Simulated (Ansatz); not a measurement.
A generated cell, not matched to a known phase here, of CaBr: Fm-3m (No. 225), cF8, rock salt type; a = b = c = 6.001 Å, α = β = γ = 90.00°; Ca 4a (0.000, 0.000, 0.000); Br 4b (0.500, 0.500, 0.500). Level of theory: r2SCAN (plane waves to 500 eV, PAW, scalar-relativistic; Ansatz, a program for electronic structure). Element references, the lowest calculated here: Br (Cmce), Ca (Fm-3m).

Total energies (eV/atom, σ → 0; comparable only within this code, potentials and settings):

```json
[
 {"phase": "CaBr (Fm-3m)", "E (eV/atom)": "-2308.597"},
 {"phase": "Br (Cmce)", "E (eV/atom)": "-2792.859"},
 {"phase": "Ca (Fm-3m)", "E (eV/atom)": "-1821.674"}
]
```

Question: What is the formation energy of this Fm-3m form of CaBr from the elements?

Answer: E_f = -2308.597 − [1 × (-1821.674) + 1 × (-2792.859)] / 2 = -1.33 eV/atom (-2.7 eV per formula unit).

A lower structure of this composition may exist.

Static energies, no anion corrections, no zero-point energy. Values are rounded to 0.01 eV/atom. Not shown to be the ambient phase of their composition (a lower form may be missing, and a cell relaxed within its start's symmetry can be a saddle point): CaBr (Fm-3m). The compounds carry no spin polarisation. The relaxed primitive cell holds an odd number of electrons. A magnetic state may lie lower.
